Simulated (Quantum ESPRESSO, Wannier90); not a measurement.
**Sr$_{2}$HN (R-3m), plane waves to Wannier functions**

```
begin unit_cell_cart
ang
   -1.9067500266    3.3025879233    0.0000000000
   -3.8135000531    0.0000000000    0.0000000000
   -1.9067500266    1.1008626411    6.3022600000
end unit_cell_cart
begin atoms_frac
Sr   0.2387430000  0.2387430000  0.2837710000
Sr  -0.2387430000 -0.2387430000 -0.2837710000
H    0.0000000000  0.0000000000  0.0000000000
N    0.5000000000  0.5000000000  0.5000000000
end atoms_frac
```

Materials Project entry mp-690794; symmetrised, unrelaxed at this level. Not found in the COD (Crystallography Open Database) copy used; not checked further. Method: PBEsol plane waves in Quantum ESPRESSO 7.5 (PseudoDojo norm-conserving files, 68 Ry, no spin polarisation, no spin-orbit coupling), Bloch states on a 6×6×6 mesh through Γ, Wannier90 4.0.1. Density: 10×10×10 mesh, cold smearing 0.01 Ry.

Bands 9-13 form an isolated set from -10.39 to 0.00 eV relative to the valence-band maximum (on the path) and are turned into 5 Wannier functions by minimising the spread from the start: s functions at random places.

Q: Where do the functions sit, how wide are they and what are they made of?

A: 
```
functions  spread (Å²)  nearest atom, distance (Å)  second atom, distance (Å)           weight on atomic waves
---------  -----------  --------------------------  -------------------------  -------------------------------
4                 1.98                      N 0.43                    Sr 2.22  N 2p 59 %, N 2s 21 %, Sr 5s 8 %
1                 1.83                      H 0.00                    Sr 2.84            H 1s 79 %, Sr 5s 14 %
```

Ω_I = 8.94 Å², Ω_total = 9.73 Å²; the interpolated bands follow pw.x to 1.1 meV rms on the path. It is the lowest total spread that any start reached here.
